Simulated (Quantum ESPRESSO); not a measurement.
```cif
data_Ba2Cu4S4
_chemical_formula_sum 'S4 Cu4 Ba2'
_space_group_name_H-M_alt 'I4/mmm'
_space_group_IT_number 139
_space_group_name_Hall '-I 4 2'
_cell_length_a 3.90193
_cell_length_b 3.90193
_cell_length_c 12.65010
_cell_angle_alpha 90.000
_cell_angle_beta 90.000
_cell_angle_gamma 90.000
loop_
_atom_site_label
_atom_site_type_symbol
_atom_site_symmetry_multiplicity
_atom_site_Wyckoff_symbol
_atom_site_fract_x
_atom_site_fract_y
_atom_site_fract_z
_atom_site_occupancy
S1 S 4 e 0.00000 0.00000 0.35899 1
Cu1 Cu 4 d 0.00000 0.50000 0.25000 1
Ba1 Ba 2 a 0.00000 0.00000 0.00000 1
```
(The calculation used a cell of 5 atoms; values per cell refer to that cell.)

The geometry is that of Materials Project entry mp-4255, symmetrised and not relaxed again.

Question: What does norm-conserving PBEsol (Quantum ESPRESSO, 92 Ry, without SOC) give for the electronic structure near the Fermi level?

Answer: The PBEsol gap is direct, 0.44 eV at Γ. The filled Cu 3d shell has no Hubbard U; semilocal functionals place it too high.

The structure is a Materials Project entry; no match was found in the copy of COD used, and its stability was not checked.
